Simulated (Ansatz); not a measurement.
Values for one crystal, relaxed and computed with DFT-PBE in the program Ansatz with PAW potentials; other levels are named.

| Quantity | Value |
|---|---|
| Volume per atom | 6.76 Å³ |
| Band gap | 1.17 eV (indirect) |
| Conduction-band minimum | at X (3 equivalent valleys) |
| Smallest direct gap on the standard path | 4.14 eV |
| Valence-band maximum | at Γ |
| Formation energy from the elements (no fitted shifts) | -0.23 eV/atom |

Task: Which compound is it?
A. BaHfO3, cubic perovskite
B. BeSe, zinc blende
C. Be2C, fluorite or antifluorite type
D. CaF2, fluorite

Result: C, Be2C, fluorite or antifluorite type

Space group Fm-3m (fluorite or antifluorite type). Symmetry was held in the PBE relaxation. The references are the lowest solids computed at this level, not always the standard phases.

Potentials: the later of the program's two PAW sets.
